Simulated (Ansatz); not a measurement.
BeTe:
```cif
data_BeTe
_chemical_formula_sum 'Te1 Be1'
_space_group_name_H-M_alt 'P 1'
_space_group_IT_number 1
_cell_length_a 4.00493
_cell_length_b 4.00493
_cell_length_c 4.00493
_cell_angle_alpha 60.000
_cell_angle_beta 60.000
_cell_angle_gamma 60.000
loop_
_space_group_symop_operation_xyz
  'x, y, z'
loop_
_atom_site_label
_atom_site_type_symbol
_atom_site_fract_x
_atom_site_fract_y
_atom_site_fract_z
_atom_site_occupancy
Te1 Te 0.75000 0.75000 0.75000 1
Be1 Be 0.00000 0.00000 0.00000 1
```

Relaxed with PBE.

**Question.** Give the optical modes at the zone centre with their infrared and Raman activity from DFPT, PBE (plane waves, PAW; program Ansatz).

**Answer.** Transverse frequencies, without the LO–TO term; a row sums one degenerate level.

```json
[
 {"ω (cm⁻¹)": "454", "degeneracy": "3", "IR ((D/Å)²/amu)": "15.24", "Raman (Å⁴/amu)": "410", "activity": "IR+Raman", "symmetry": "T2"}
]
```

**Question.** How high does the top mode go among those that the LO–TO term moves?

**Answer.** 488 cm⁻¹ for q along x.

Space group F-43m (zinc blende). The cell was relaxed with PBE under the symmetry of its start; of distortions, only those at the zone centre were tested. Spin–orbit coupling is left out wherever it is not named.

Potentials: the later of the program's two PAW sets.
